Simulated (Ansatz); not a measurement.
C:
```xyz
2
Lattice="2.4447 0.0000 0.0000 -1.2223 2.1172 0.0000 0.0000 0.0000 26.0000" Properties=species:S:1:pos:R:3 pbc="T T F"
C      1.2223     0.7057    13.0000
C      0.0000     1.4114    13.0000
```
Free-standing layer in the xy plane with vacuum along z and no interaction between images.

Relaxed with LDA.

Task: All from the program Ansatz at the LDA level (PAW), unless another level is named. Give the electronic character.

Result: no gap, with almost no states at the Fermi level.

Task: What about the work function?

Result: 4.48 eV.

Space group P6/mmm (graphene). A layer that has been made, often on a substrate. It is flat by the symmetry kept. Symmetry was held in the LDA relaxation; its stability against distortions is not shown here.

Potentials: the later of the program's two PAW sets.
